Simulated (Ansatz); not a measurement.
# Zone-centre phonons of NaVSe₃ at 2.6 GPa: input and output

Level of theory: DFT PBE, scalar-relativistic, plane waves, PAW in Ansatz 0.2.0.

Launched with:
```bash
ansatz run input.yaml --threads 1 --pin off --max-ram 2560MiB --backend cpu --events-out ev --progress --plain --runs-dir out
```

Input (bare energies are in eV):
```yaml
crystal:
  lattice:
    - [4.8365, 0.0, 0.0]
    - [0.0, 4.8365, 0.0]
    - [0.0, 0.0, 4.8365]
  atoms:
    - { symbol: Na, position: [0.0, 0.0, 0.0] }
    - { symbol: V, position: [0.5, 0.5, 0.5] }
    - { symbol: Se, position: [0.5, 0.5, 0.0] }
    - { symbol: Se, position: [0.5, 0.0, 0.5] }
    - { symbol: Se, position: [0.0, 0.5, 0.5] }
basis:
  ecutwfc: 420
kpoints:
  mp_grid: { grid: [8, 8, 8] }
hamiltonian:
  xc: pbe
scf:
  occupations: { method: fermi_dirac, width: 0.15 }
output:
  eigenvalues: true
phonons:
  method: dfpt
  eigenvectors: true
```

Results section of the output:
```
--- Phonons (Γ-DFPT): 4 representative perturbations + reference, on 125 of 512 k-points (Σ response iterations 12) ---
  k mesh reduced under 8 symmetry operations, with k and −k counted as one. Each operation leaves every solved displacement unchanged or reverses it
  ASR residual: 1.284e-3 → 0.000e0 eV/Å²; symmetrization residual: 6.247e-6 eV/Å²
  ASR residual per site (eV/Å²): 2.11e-5 1.28e-3 4.81e-5 4.81e-5 4.81e-5
  Γ frequencies (cm⁻¹): -115.27 -115.27 -115.27 0.00 0.00 0.00 24.24 24.24 24.24 51.93 51.93 51.93 230.65 230.65 230.65
  non-analytic LO–TO correction: not included (Born effective charges unavailable; polar crystals: no LO–TO splitting at Γ)
```

The run took 2.2 min on 1 thread of AMD EPYC 9R45 96-Core Processor (Zen 5), on a shared host, peak memory 1.9 GiB.

Its imaginary modes show that this cell, the ideal cubic perovskite prototype, isn't a minimum of the energy. In a metal, frequencies and elastic constants depend on the k mesh and the smearing, soft modes and shear constants most. A semilocal functional can close a gap that the real compound has.

Negative frequencies stand for imaginary ones: the cell is unstable against these modes.